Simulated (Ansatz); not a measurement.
Co, dhcp: geometry optimisation

The calculation used DFT, r2SCAN, plane waves (500 eV) with PAW, scalar-relativistic (Ansatz). The PAW files were generated under PBE, with cores re-solved for the functional.

k-point mesh 14×14×4, Fermi-Dirac smearing 0.05 eV, starting moments 1.70 ×2, -1.70 ×2 μB. Cell and atoms relax.

Starting structure:

```yaml
crystal:
  lattice:
    - [2.5018845205, 0.0, 0.0]
    - [-1.2509422603, 2.1666955521, 0.0]
    - [0.0, 0.0, 8.1711548441]
  atoms:
    - { symbol: Co, position: [0.0, 0.0, 0.0], spin: 1.7 }
    - { symbol: Co, position: [0.0, 0.0, 0.5], spin: 1.7 }
    - { symbol: Co, position: [0.3333333333, 0.6666666667, 0.25], spin: -1.7 }
    - { symbol: Co, position: [0.6666666667, 0.3333333333, 0.75], spin: -1.7 }
hamiltonian:
  xc: r2scan
  pseudopotentials:
    kind: paw
    azcp:
      Co: "pseudopotentials/Co.paw.azcp"
basis:
  ecutwfc: 500
  fft_grid_basis: typed
kpoints:
  mp_grid: { grid: [14, 14, 4], shift: [0, 0, 0] }
magnetization:
  spin_polarized: true
scf:
  occupations: { method: fermi_dirac, width: 0.05 }
relax:
  max_steps: 60
  f_tol: 0.01
  cell: {}
```

Task: What cell does the relaxation end in?

Result: P6_3/mmc (spin ignored) with a = 2.434 Å, c = 8.688 Å (c/a = 3.569); 11.15 Å³ per atom against 11.07 at the start (0.7 %).

Task: How much energy does the relaxation gain?

Result: 56.9 meV per atom.

Task: Which magnetic state does it end in?

Result: antiferromagnetic, largest moment 1.90 μB in the atomic sphere; moments 1.90 ×2, -1.90 ×2 μB.
